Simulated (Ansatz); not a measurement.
Mg2Si (fluorite or antifluorite type), relaxed with HSE06 (Ansatz, a quantum-chemistry and plane-wave program, plane waves, PAW): a = b = c = 6.3371 Å, α = β = γ = 90.00°.

* **gap (eV)**: 0.56
* **B₀ by P(V) fit (GPa)**: 58.1

**Question.** The same phase is relaxed and computed with PBE in the same code. What are the cell and these values now?

**Answer.** a = 6.365 Å, b = 6.365 Å, c = 6.365 Å, α = 90.00°, β = 90.00°, γ = 90.00°.

- gap (eV): 0.22
- B₀ by P(V) fit (GPa): 54.1

All cells were relaxed under the symmetry of their starts (and spin orders); stability against distortions was not tested throughout.

Potentials: the later of the program's two PAW sets.

Ansatz is a plane-wave DFT program.
